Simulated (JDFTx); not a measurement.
System: Mg(0001) (P6_3/mmc bulk; lattice of mp-153, not re-optimised at this level), 1x1 cell of 4 atoms in 4 planes, area 8.71 Å² a face, 7.8 Å between the outermost planes in a cell 23.7 Å high; k mesh 8×8×1, Fermi width 0.01 Ha, no spin polarisation.

Profiles through the double layer of this slab, charged, in CANDLE, water, 1 M NaF; PBE, GBRV ultrasoft potentials, plane waves to 20/100 Ha, a modified build of JDFTx. z is the height above the outermost atoms, φ the plane-averaged electrostatic potential energy of an electron (zero in the bulk liquid), ρ_b the bound charge of solvent and ions, s the cavity shape function (0 in the solid, 1 in the liquid).

| z (Å) | n (e/Å³) | s | φ (eV) | ρ_b (10⁻³ e/Å³) |
|---|---|---|---|---|
| 0.82 | 0.0784 | 0.00 | -3.505 | -0.01 |
| 1.28 | 0.0393 | 0.00 | -1.826 | -0.47 |
| 1.73 | 0.0177 | 0.00 | -0.553 | -3.72 |
| 2.18 | 0.0068 | 0.02 | -0.100 | -2.92 |
| 2.63 | 0.0025 | 0.14 | -0.030 | 0.97 |
| 3.08 | 0.0009 | 0.39 | -0.018 | 0.74 |
| 3.53 | 0.0003 | 0.68 | -0.014 | 0.29 |
| 3.98 | 0.0001 | 0.91 | -0.012 | 0.10 |
| 4.44 | 0.0000 | 0.99 | -0.010 | 0.04 |
| 4.89 | 0.0000 | 1.00 | -0.009 | 0.01 |
| 5.34 | 0.0000 | 1.00 | -0.007 | 0.00 |
| 5.79 | 0.0000 | 1.00 | -0.006 | 0.00 |
| 6.24 | 0.0000 | 1.00 | -0.006 | 0.00 |
| 6.69 | 0.0000 | 1.00 | -0.005 | 0.00 |
| 7.14 | 0.0000 | 1.00 | -0.004 | 0.00 |
| 7.60 | 0.0000 | 1.00 | -0.004 | 0.00 |

### Question
Is the electrode positively or negatively charged, and roughly by how much?

### Answer
Positively: σ = 3.6 μC/cm² per face. The liquid's bound charge is of the opposite sign overall, and far from the surface φ decays with the screening length (3.0 Å).
